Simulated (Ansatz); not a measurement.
The start is a generated cell, ZrPbO3 placed in the GdFeO3 structure type. A full variable-cell relaxation at zero pressure is run with r2SCAN (plane waves to 500 eV, PAW, scalar-relativistic; Ansatz, a first-principles code). The first steps use a coarse 4×3×4 k-mesh.

The start:
```
CELL_PARAMETERS angstrom
      5.75130     0.00000     0.00000
      0.00000     8.11508     0.00000
      0.00000     0.00000     5.73210
ATOMIC_POSITIONS crystal
  Pb 0.48770 0.25000 0.99160
  Pb 0.98770 0.25000 0.50840
  Pb 0.51230 0.75000 0.00840
  Pb 0.01230 0.75000 0.49160
  Zr 0.00000 0.00000 0.00000
  Zr 0.50000 0.50000 0.50000
  Zr 0.00000 0.50000 0.00000
  Zr 0.50000 0.00000 0.50000
  O  0.03130 0.25000 0.05860
  O  0.53130 0.25000 0.44140
  O  0.96870 0.75000 0.94140
  O  0.46870 0.75000 0.55860
  O  0.28800 0.53700 0.21300
  O  0.78800 0.96300 0.28700
  O  0.71200 0.03700 0.78700
  O  0.21200 0.46300 0.71300
  O  0.71200 0.46300 0.78700
  O  0.21200 0.03700 0.71300
  O  0.28800 0.96300 0.21300
  O  0.78800 0.53700 0.28700
```

**Question.** How large is the pressure on the unrelaxed cell, and of which sign?

**Answer.** +10.9 GPa (positive: the cell is compressed).

**Question.** Which atoms feel the largest initial force, and how large is it?

**Answer.** 0.58 eV/Å, on O9, O10, O11, O12 (atoms numbered as listed).

**Question.** How do the shortest distances between atoms change?

**Answer.** The closest pairs of elements (up to four, under 3.6 Å), start → end: O–Zr 2.06 → 2.10 Å; O–Pb 2.46 → 2.53 Å; O–O 2.83 → 2.95 Å; Pb–Zr 3.46 → 3.52 Å.

The space group stays Pnma (No. 62) (the run could not lower it); the end is AFLOW prototype AB3C_oP20_62_c_cd_a (as in CaTiO3), with 20 atoms in the primitive cell. Final values are on a 5×4×5 k-mesh of the relaxed cell. No spin polarisation in the result.

The run could not lose the symmetry of its start.

The first start was generated by placing the elements on the sites of a structure type. Materials Project lists a structure of ZrPbO3 in the same space group, Pnma (No. 62); the sites were not compared with it, nor with measured phases.
